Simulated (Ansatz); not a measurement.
SrZrO₃ (cubic perovskite)

```
SrZrO3
1.0
    4.12994     0.00000     0.00000
    0.00000     4.12994     0.00000
    0.00000     0.00000     4.12994
Sr Zr O
1 1 3
Direct
  0.50000   0.50000   0.50000
  0.00000   0.00000   0.00000
  0.00000   0.50000   0.00000
  0.50000   0.00000   0.00000
  0.00000   0.00000   0.50000
```

The slice is a {210} plane (indices of the conventional cell) through the point (0.000, 0.500, 0.000) (fractional), spanned by u = [100] and v = [021] in vectors of this cell: u (4.13 Å) and v (9.23 Å, at 90° to u). It covers one period; positions are fractions (u, v).

Method: PBEsol (plane waves to 420 eV, PAW, scalar-relativistic; Ansatz, a program for electronic structure). k mesh 8×8×8. These are valence fields of a PAW run, semicore shells included where kept as valence: close to a nucleus they are smooth pseudo fields. SrZrO3 is run without spin polarisation. SrZrO3 was relaxed with its symmetry unable to fall. This is a high-temperature form of SrZrO3.

Around which element is the density of the highest valence band (whole band, smooth part) largest on this plane?

O. Mean over a disc round each atom, of radius 0.45 times the shortest bond: O 0.112, Sr 0.002 e/Å³.

Sketch the valence electron density on this plane as a map.


```
|@@%%++--..    ..--++%%|
|**++==::........::==++|
|====::::::----::::::==|
|++==--::--====--::--==|
|**++------====------++|
|++++--::--------::--++|
|++==--::::::::::::--==|
|====--............--==|
|----::..::----::..::--|
|......--++****++--....|
|    ::++##%%%%##++::  |
|    ::++%%####%%++::  |
|    ::++##%%%%##++::  |
|......--++****++--....|
|----::..::----::..::--|
|====--............--==|
|++==--::::::::::::--==|
|++++--::--------::--++|
|**++------====------++|
|++==--::--====--::--==|
|====::::::----::::::==|
|**++==::........::==++|
|@@%%++--..    ..--++%%|
|@@@@**--..    ..--**@@|
```
Scale: ten equal steps from -1.55 (start of ' ') to 0.88 (end of '@'), in the order ' .:-=+*#%@'. Values: log₁₀ of the valence density in e/Å³. The map has 11 points along u (two characters each, u = 0 at the left) and 24 along v (v = 0 in the bottom row). The scale is logarithmic, as a density can span decades between atoms and voids.
